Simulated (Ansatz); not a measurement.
Values for one crystal, relaxed and computed with plane-wave PAW PBEsol (Ansatz code); other levels are named.

- Volume per atom: 11.83 Å³
- Electronic character: metallic (no gap)
- Debye temperature from the elastic constants: 797 K
- Formation energy from the elements (no fitted shifts): -0.63 eV/atom
- Pressure derivative B′: 3.8
- Gap with spin–orbit coupling: none (metallic)
- Density of states at the Fermi level: 0.33 states/eV per atom (mean over ±0.08 eV)

### Question
Which compound is it?
A. YSi2, fluorite
B. YSb, rock salt
C. YB2, P6/mmm (Y on 1a, B on 2d)
D. BP, P6_422 (B on 3c, P on 3d)

### Answer
C, YB2, P6/mmm (Y on 1a, B on 2d)

The workflow started from an entry of the Crystallography Open Database (COD). Whether it is the stable phase at ambient conditions was not checked. Symmetry was held in the PBEsol relaxation; whether a distortion lowers the energy is not shown. The run is not spin-polarised. As this level gives no gap, shear constants depend on the k-mesh and smearing (Fermi–Dirac, 0.1 eV here). On the denser mesh and wider smearing of the elastic run this cell carries a stress of 0.5 GPa. The references are the lowest solids computed at this level, not always the standard phases. Spin–orbit coupling is left out wherever it is not named.

Potentials: the later of the program's two PAW sets.
